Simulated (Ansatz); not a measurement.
Starting structure of a cell relaxation (symmetry kept):

```cif
data_structure
_symmetry_space_group_name_H-M 'P6/mmm'
_symmetry_Int_Tables_number 191
_cell_length_a 4.8830
_cell_length_b 4.8830
_cell_length_c 3.9670
_cell_angle_alpha 90.000
_cell_angle_beta 90.000
_cell_angle_gamma 120.000
_cell_volume 81.92
loop_
_atom_site_label
_atom_site_type_symbol
_atom_site_symmetry_multiplicity
_atom_site_Wyckoff_symbol
_atom_site_fract_x
_atom_site_fract_y
_atom_site_fract_z
_atom_site_occupancy
Y1 Y 1 a 0.00000 0.00000 0.00000 1
Ni1 Ni 2 c 0.33333 0.66667 0.00000 1
Ni2 Ni 3 g 0.50000 0.00000 0.50000 1
```

All numbers below come from DFT PBEsol, scalar-relativistic, plane waves, PAW in Ansatz 0.2.0.

Cutoff 420 eV; k points 12×12×10 on the computed 6-atom cell (Γ-centred); Gaussian smearing, width 0.10 eV; collinear spin from starting moments 0 0.3 0.3 0.42 0.42 0.42 μB.

Q: What does it relax to?

A: The volume falls by 0.63 Å³/atom to 13.03 Å³/atom, and the energy falls by 14.8 meV/atom. The cell ends with a moment of 1.38 μB (only this magnetic start was tried). Final structure:
```cif
data_structure
_symmetry_space_group_name_H-M 'P6/mmm'
_symmetry_Int_Tables_number 191
_cell_length_a 4.8105
_cell_length_b 4.8105
_cell_length_c 3.8996
_cell_angle_alpha 90.000
_cell_angle_beta 90.000
_cell_angle_gamma 120.000
_cell_volume 78.15
loop_
_atom_site_label
_atom_site_type_symbol
_atom_site_symmetry_multiplicity
_atom_site_Wyckoff_symbol
_atom_site_fract_x
_atom_site_fract_y
_atom_site_fract_z
_atom_site_occupancy
Y1 Y 1 a 0.00000 0.00000 0.00000 1
Ni1 Ni 2 c 0.33333 0.66667 0.00000 1
Ni2 Ni 3 g 0.50000 0.00000 0.50000 1
```

Course of the relaxation (steps run on the plane waves of an earlier cell, and the basis is chosen afresh near the end, so energy and pressure can step there; trial steps that raised the energy were taken back; energies are free energies):

```csv
step,E − E_final (meV/atom),P (GPa),V (Å³/atom)
1,14.8,-7.19,13.65
2,1.2,-2.15,13.19
3,-0.1,0.16,13.01
4,-0.2,0.02,13.02
5,-0.2,0.00,13.03
6,0.0,0.02,13.03
```

Cost: 1 run of about 12 core-minutes, on Arm Neoverse V1 (shared hosts).